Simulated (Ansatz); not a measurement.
Cells of BiB relaxed with r2SCAN (plane waves to 500 eV, PAW, scalar-relativistic; Ansatz, a first-principles code), each with a space-group label. One label is wrong.

**A**, labelled P-6m2 (No. 187)
```
CELL_PARAMETERS angstrom
      3.62609     0.00000     0.00000
     -1.81304     3.14028     0.00000
      0.00000     0.00000     3.35526
ATOMIC_POSITIONS crystal
  B  0.00000 0.00000 0.00000
  Bi 0.66667 0.33333 0.50000
```

**B**, labelled P6₃/mmc (No. 194)
```yaml
crystal:
  lattice:
    - [3.74743, 0.00000, 0.00000]
    - [-1.87371, 3.24537, 0.00000]
    - [0.00000, 0.00000, 6.13844]
  atoms:
    - { symbol: B, position: [0.00000, 0.00000, 0.00000] }
    - { symbol: B, position: [0.00000, 0.00000, 0.50000] }
    - { symbol: Bi, position: [0.33333, 0.66667, 0.25000] }
    - { symbol: Bi, position: [0.66667, 0.33333, 0.75000] }
```

**C**, labelled R3m (No. 160)
```xyz
8
Lattice="6.7090 0.0000 0.0000 0.0000 6.7090 0.0000 0.0000 0.0000 3.8771" Properties=species:S:1:pos:R:3 pbc="T T T"
B      5.5267     1.1823     0.0000
B      1.1823     5.5267     0.0000
B      4.5368     4.5368     1.9385
B      2.1722     2.1722     1.9385
Bi     2.1328     4.5762     1.9385
Bi     5.4873     5.4873     0.0000
Bi     4.5762     2.1328     1.9385
Bi     1.2217     1.2217     0.0000
```

Problem. Which label is wrong, and what should it be (tolerance 0.01 Å)?

Solution. C: its symmetry is P4₂/mnm (No. 136), tP8, AFLOW prototype AB_tP8_136_g_f (as in BeO); a = 6.709 Å, b = 6.709 Å, c = 3.877 Å, α = 90.00°, β = 90.00°, γ = 90.00°.

Each run could gain symmetry but not lose that of its start, so entries can be saddle points. All of these are generated cells (placed on structure types, drawn at random, substituted or restacked) that were not matched to a known phase here.

No spin polarisation in the result.
